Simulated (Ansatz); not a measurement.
## Structures of Ca3Ti: which is lowest?

Plane-wave DFT in Ansatz with scalar-relativistic PAW potentials, cutoff 420 eV, Γ-centred meshes chosen by cell and gap, Gaussian smearing with energies taken to zero width. Every cell was relaxed (cell and atoms) in a run of its own, within the symmetry of its start. Functional: PBE.

Relaxed structures (starts from databases or built by putting these elements on another compound's sites):
A. I4/mmm, 4 atoms in the computed cell, a = 5.698 Å, c = 8.085 Å; sites (symmetry × multiplicity) Ca -4m2 × 4 + 4/mmm × 2, Ti 4/mmm × 2; start: built
B. Pm-3m, 4 atoms in the computed cell, a = 5.113 Å; sites (symmetry × multiplicity) Ca 4/mm.m × 3, Ti m-3m × 1; start: built

Question: Rank them by energy. Could pressure change the order?

Answer:
| structure | group | E − E(lowest) (meV/atom) | V (Å³/atom) | gap on mesh (eV) |
| --- | --- | --- | --- | --- |
| A | I4/mmm | 0.0 | 32.81 | 0.00 |
| B | Pm-3m | 31 | 33.43 | 0.00 |

A is lowest, 31 meV/atom under B. The lowest is also the densest of these, so pressure wouldn't bring one of the others in at first order. Other structures may lie lower than all of these, and vibrations aren't counted.